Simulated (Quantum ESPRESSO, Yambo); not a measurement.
# G0W0 results for Ca$_{2}$Si

Ca₂Si is modelled in the orthorhombic space group Pnma (No. 62), Pearson symbol oP12. Lattice parameters: a = 7.605 Å, b = 4.832 Å, c = 9.022 Å, α = β = γ = 90.00°. Si on 4c is coordinated by 7 Ca at 2.991–3.252 Å and 2 Ca at 3.562 Å. Ca1 on 4c sees 4 Si at 2.991–3.063 Å (tetrahedral). Ca2 on 4c sees 3 Si at 3.109–3.252 Å and 2 Si at 3.562 Å (square pyramidal). (Neighbours: up to the widest gap in distance over summed covalent radii, below 1.35, at either atom; cation-cation contacts left out.)

The geometry is that of Materials Project entry mp-2517, symmetrised and not relaxed again.

Starting point: PBEsol (pw.x of Quantum ESPRESSO, ONCV potentials, without SOC). G0W0 in Yambo: 2×2×1 Γ-centred k mesh, bands 9 to 349 and a 6 Ry block in the screening, 349 bands in G with the Bruneval-Gonze terminator, plasmon pole fitted at 27.2 eV.

- PBEsol gap along the band path = 0.23 eV
- PBEsol gap between the mesh's edge points (Γ → Γ) = 0.23 eV
- G0W0 gap between the same points = 0.67 eV

```json
[
 {"k point": "Γ", "band": "VB", "E PBEsol (eV)": "0.00", "E QP (eV)": "-0.12", "shift (eV)": "-0.12", "Z": "0.75"},
 {"k point": "Γ", "band": "CB", "E PBEsol (eV)": "0.23", "E QP (eV)": "0.55", "shift (eV)": "0.32", "Z": "0.77"},
 {"k point": "(0, -0.5, 0)", "band": "VB", "E PBEsol (eV)": "-0.63", "E QP (eV)": "-0.91", "shift (eV)": "-0.28", "Z": "0.75"},
 {"k point": "(0, -0.5, 0)", "band": "CB", "E PBEsol (eV)": "0.63", "E QP (eV)": "0.86", "shift (eV)": "0.23", "Z": "0.76"},
 {"k point": "(-0.5, 0, 0)", "band": "VB", "E PBEsol (eV)": "-0.46", "E QP (eV)": "-0.76", "shift (eV)": "-0.30", "Z": "0.75"},
 {"k point": "(-0.5, 0, 0)", "band": "CB", "E PBEsol (eV)": "0.92", "E QP (eV)": "1.30", "shift (eV)": "0.39", "Z": "0.76"},
 {"k point": "(-0.5, -0.5, 0)", "band": "VB", "E PBEsol (eV)": "-0.57", "E QP (eV)": "-0.77", "shift (eV)": "-0.21", "Z": "0.75"},
 {"k point": "(-0.5, -0.5, 0)", "band": "CB", "E PBEsol (eV)": "1.18", "E QP (eV)": "1.52", "shift (eV)": "0.33", "Z": "0.76"}
]
```

Energies count from the PBEsol valence-band maximum.

Nearest settings tried, and what they do to the gap: 228 bands in W, 228 bands in G: -9 meV; 5 Ry block (425 vectors against 565): -14 meV; 1×2×1 mesh: -44 meV. So the settings aren't converged at that level. The k mesh is coarse.

The structure is a Materials Project entry; no match was found in the copy of COD used, and its stability was not checked.
